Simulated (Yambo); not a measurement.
G0W0@PBEsol for AlN (wurtzite, space group P6_3mc, No. 186) in Yambo. Reference settings: 6×6×4 Γ-centred k mesh, 77 bands and a 8 Ry block in the screening, 77 bands in G with the Bruneval-Gonze terminator, plasmon pole fitted at 27.2 eV. The PBEsol gap Γ → Γ on this mesh is 4.10 eV; G0W0 gaps are taken between the same points.

The settings were changed. The gap went from 5.59 eV to 5.33 eV, and the shift of the valence edge from -0.82 eV to -0.07 eV.

**Question.** Name the change that produced these shifts.
A. 28 bands in G
B. 28 bands in G, no terminator
C. no terminator
D. wavefunctions cut at 25 Ry

**Answer.** B, 28 bands in G, no terminator. The others gave (gap, valence shift): no terminator: 5.52, -0.62 eV; 28 bands in G: 5.59, -0.80 eV; wavefunctions cut at 25 Ry: 5.53, -0.78 eV.

Geometry relaxed with PBEsol; primitive cell a = b = 3.113 Å, c = 4.983 Å, α = β = 90.00°, γ = 120.00°.

A shift is the quasiparticle energy of the state minus its PBEsol energy.
